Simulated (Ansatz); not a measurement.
# Scan of one atom of the cell for TiB2 (AlB2 type, space group P6/mmm)

Starting cell, TiB$_{2}$ (AlB2 type, space group P6/mmm):

```
CELL_PARAMETERS angstrom
      3.02469     0.00000     0.00000
     -1.51235     2.61946     0.00000
      0.00000     0.00000     3.22263
ATOMIC_POSITIONS crystal
  Ti 0.00000 0.00000 0.00000
  B  0.33333 0.66667 0.50000
  B  0.66667 0.33333 0.50000
```

In this cell atom 1 (Ti, nearest neighbour B at 2.376 Å; its periodic images, 3.0 Å or more away, move with it) is moved by s along Cartesian [111], unit vector (0.577, 0.577, 0.577); all other atoms and the cell stay fixed.

These are r2SCAN (plane waves to 500 eV, PAW, scalar-relativistic; Ansatz, a program for electronic structure) values and carry that method's errors. k mesh 14×14×12 (Γ-centred), Fermi-Dirac smearing 0.05 eV. The energy includes the smearing's −TS. Stress and pressure are positive under compression. Left out: 4 of 11 points, with atoms too close for the PAW data. With partly filled bands, energies and forces of such displacements shift with the k mesh and the smearing. F∥ is the force on the atom along that direction. F⊥ is the part of the force across the line. TiB2 is run without spin polarisation. TiB2 was relaxed with its symmetry unable to fall. The zero of ΔE is the undisplaced structure.

```csv
s (Å),ΔE (meV/cell),F∥ (eV/Å),|F⊥| (eV/Å),P (GPa)
-0.426,1438,7.276,0.777,20.6
-0.284,614,4.455,0.209,8.9
-0.142,150,2.126,0.027,2.2
0.000,0,0.000,0.000,0.0
0.142,150,-2.126,0.027,2.2
0.284,614,-4.455,0.209,8.9
0.426,1438,-7.276,0.777,20.6
```

Summary:

| Item | Value |
|---|---|
| Energy at s = 0.426 Å | 1438 meV/cell |
| Force along the line at s = -0.426 Å | 7.28 eV/Å |
| Symmetry of the curve | even: the same for both signs |
| Shape of the curve | a single well with its minimum at or next to zero displacement |
| Force constant k = d²E/ds² at s = 0 (finite differences) | 14.7 eV/Å² |
| Harmonic estimate at the end of the scan | ½ks² = 1337 meV/cell against the computed 1438 meV/cell, so the well is stiffer than harmonic there |

The 11 points together took very roughly 9 core-minutes.

(For displaced atoms, the force is minus the slope of the energy, and its curvature is a force constant, which sets phonon frequencies.)
